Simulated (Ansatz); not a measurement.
Pt (fcc (Cu type)), relaxed and computed with several functionals in Ansatz (plane waves, PAW).

```tsv
functional	a (Å)
PBEsol	3.918
r²SCAN+D4	3.929
LDA	3.894
PBE	[?]
PBE+D3(BJ)	3.928
r²SCAN	3.940
```

Task: Complete the blanks.

Result: 
- PBE, a (Å): 3.970

All cells were relaxed under the symmetry of their starts (and spin orders); stability against distortions was not tested throughout. Named crystals with no word on spin ran without spin polarisation. Spin–orbit coupling is left out wherever it is not named.

Potentials: the earlier of the program's two PAW sets. The files were generated under PBE; for other functionals the program regenerates the frozen cores, and for LDA and PBEsol the local potential too.

Ansatz (a quantum-chemistry and plane-wave program) is a plane-wave DFT program.
